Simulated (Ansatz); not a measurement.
**Property card for S**

S:
```
CELL_PARAMETERS angstrom
      8.19331     0.00000     0.00000
      0.00000    13.16043     0.00000
     -4.90356     0.00000     7.73084
ATOMIC_POSITIONS crystal
  S  0.64900 0.65456 0.32151
  S  0.35100 0.34544 0.67849
  S  0.35100 0.65456 0.17849
  S  0.64900 0.34544 0.82151
  S  0.81329 0.42057 0.33709
  S  0.18671 0.57943 0.66291
  S  0.18671 0.42057 0.16291
  S  0.81329 0.57943 0.83709
  S  0.74520 0.55668 0.20840
  S  0.25480 0.44332 0.79160
  S  0.25480 0.55668 0.29160
  S  0.74520 0.44332 0.70840
  S  0.58526 0.32210 0.19942
  S  0.41474 0.67790 0.80058
  S  0.41474 0.32210 0.30058
  S  0.58526 0.67790 0.69942
  S  0.08091 0.20570 0.88294
  S  0.91909 0.79430 0.11706
  S  0.91909 0.20570 0.61706
  S  0.08091 0.79430 0.38294
  S  0.24681 0.97137 0.02771
  S  0.75319 0.02863 0.97229
  S  0.75319 0.97137 0.47229
  S  0.24681 0.02863 0.52771
  S  0.31101 0.10884 0.96407
  S  0.68899 0.89116 0.03593
  S  0.68899 0.10884 0.53593
  S  0.31101 0.89116 0.46407
  S  0.14885 0.87456 0.82107
  S  0.85115 0.12544 0.17893
  S  0.85115 0.87456 0.67893
  S  0.14885 0.12544 0.32107
```

Space group P2/c (No. 13); conventional cell a = 8.193 Å, b = 13.160 Å, c = 9.155 Å, α = γ = 90.00°, β = 122.39°.

Method: r²SCAN+D4 in the plane-wave PAW code Ansatz. The cell and atoms are relaxed at this level. Other levels are named where they apply.

### Cell and energy

```json
{
 "volume_per_atom": "26.05 Å³",
 "density": "2.04 g/cm³"
}
```

### Electronic structure

```json
{
 "band_gap": "2.40 eV (smallest direct gap 2.42 eV)",
 "valence_band_maximum": "at C2 (k = 0.500, 0.500, 0.000)",
 "conduction_band_minimum": "on the B–Γ line, 29 % of the way from B (k = 0.000, 0.000, 0.354) (2 equivalent valleys)"
}
```

The first step of the workflow began from a Materials Project structure, measured or hypothetical; the Crystallography Open Database files this formula in space group No. 13, but the cells were not matched. It is not the phase usual at ambient conditions (space group No. 70). The cell was relaxed with r²SCAN+D4 under the symmetry of its start; its stability against distortions is not shown here.

Potentials: the earlier of the program's two PAW sets.
